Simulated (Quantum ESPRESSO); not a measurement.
```
KOH
1.0
    1.95904    -5.18130     0.00000
    1.95904     5.18130     0.00000
    0.00000     0.00000     3.97296
H O K
2 2 2
Direct
  0.03190   0.96810   0.09634
  0.96810   0.03190   0.59634
  0.10279   0.89721   0.25881
  0.89721   0.10279   0.75881
  0.36091   0.63909   0.23944
  0.63909   0.36091   0.73944
```

The geometry is that of Materials Project entry mp-626785, symmetrised and not relaxed again.

What does PBEsol (pw.x of Quantum ESPRESSO, ONCV potentials, without SOC) give for the electronic structure near the Fermi level?

The PBEsol gap is indirect, 3.86 eV, from Y to Γ; the smallest direct gap is 3.88 eV. 

The structure is a Materials Project entry; no match was found in the copy of COD used, and its stability was not checked.

Letters of k points follow the standard setting of the lattice, whose axes may be ordered differently from the printed cell.
